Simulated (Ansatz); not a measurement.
CsCdCl$_{3}$:
```yaml
crystal:
  lattice:
    - [5.25800, 0.00000, 0.00000]
    - [0.00000, 5.25800, 0.00000]
    - [0.00000, 0.00000, 5.25800]
  atoms:
    - { symbol: Cs, position: [0.00000, 0.00000, 0.00000] }
    - { symbol: Cd, position: [0.50000, 0.50000, 0.50000] }
    - { symbol: Cl, position: [0.00000, 0.50000, 0.50000] }
    - { symbol: Cl, position: [0.50000, 0.00000, 0.50000] }
    - { symbol: Cl, position: [0.50000, 0.50000, 0.00000] }
```

Relaxed with r²SCAN. Special points in fractions of this cell's reciprocal vectors: Γ (0.000, 0.000, 0.000); X (0.000, 0.500, 0.000); M (0.500, 0.500, 0.000); R (0.500, 0.500, 0.500).

Problem. List the band energies nearest the valence-band maximum at these points for r²SCAN with spin–orbit coupling in the plane-wave PAW code Ansatz.

Solution. In eV from the valence-band maximum; about four levels below and three above (degenerate sets whole), none deeper than 8.9 eV; points with the same levels are listed once.

| k | below | above |
|---|---|---|
| Γ | -0.46 -0.46 -0.46 -0.46 | 2.48 2.48 6.69 6.69 |
| X | -0.76 -0.76 -0.71 -0.71 | 4.96 4.96 7.90 7.90 |
| M | -0.22 -0.22 -0.01 -0.01 | 6.75 6.75 7.91 7.91 |
| R | 0.00 0.00 0.00 0.00 | 6.54 6.54 6.72 6.72 6.72 6.72 |

Space group Pm-3m (cubic perovskite). The first step of the workflow began from a Materials Project structure, measured or hypothetical; the Crystallography Open Database files this formula in space group No. 221, but the cells were not matched. Whether it is the stable phase at ambient conditions was not checked. The cell was relaxed with r²SCAN under the symmetry of its start; whether a distortion lowers the energy is not shown.

Potentials: the later of the program's two PAW sets.
